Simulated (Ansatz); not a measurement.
**Strain response of TlIn**

Computed with DFT PBEsol, scalar-relativistic, plane waves, PAW in Ansatz. (420 eV cutoff, 12×12×2 k-mesh, Gaussian smearing of 0.10 eV, no spin polarisation)

Starting point, cell and atoms relaxed:

```xyz
6
Lattice="3.3620 0.0000 0.0000 -1.6810 2.9116 0.0000 0.0000 0.0000 16.5356" Properties=species:S:1:pos:R:3 pbc="T T T"
Tl    1.6810    0.9705   13.7797
Tl    0.0000    1.9411    2.7559
Tl    0.0000    0.0000    8.2678
In    0.0000    0.0000    0.0000
In    1.6810    0.9705    5.5119
In    0.0000    1.9411   11.0238
```

Deformation: biaxial strain in the a-b plane, with the length and tilt of c and the atoms relaxed, all within the symmetry that the strain leaves. Energies are extrapolated to zero smearing. Stress is positive in compression, on the Cartesian axes of the cell above. The stress doesn't run one way along the series: the crystal is soft here and the free axes or atoms switch branch. On this cell's mesh the reference holds a stress of up to 0.36 GPa.

Spin–orbit coupling is left out, which can shift energies with elements as heavy as these.

| strain (%) | ΔE (meV/atom) | a (Å) | b (Å) | c (Å) | σxx (GPa) | σyy (GPa) | σzz (GPa) |
| --- | --- | --- | --- | --- | --- | --- | --- |
| -6.0 | 45.0 | 3.160 | 3.160 | 17.755 | 5.40 | 5.40 | 0.00 |
| -4.0 | 20.4 | 3.228 | 3.228 | 17.637 | 2.09 | 2.09 | 0.01 |
| -2.0 | 7.2 | 3.295 | 3.295 | 16.771 | 2.01 | 2.01 | 0.00 |
| +0.0 | 0.0 | 3.362 | 3.362 | 16.536 | 0.34 | 0.34 | -0.36 |
| +2.0 | 0.9 | 3.429 | 3.429 | 16.216 | -0.98 | -0.98 | 0.00 |
| +4.0 | 12.3 | 3.497 | 3.497 | 15.971 | -2.07 | -2.07 | -0.01 |
| +6.0 | 26.6 | 3.564 | 3.564 | 15.344 | -1.58 | -1.58 | -0.01 |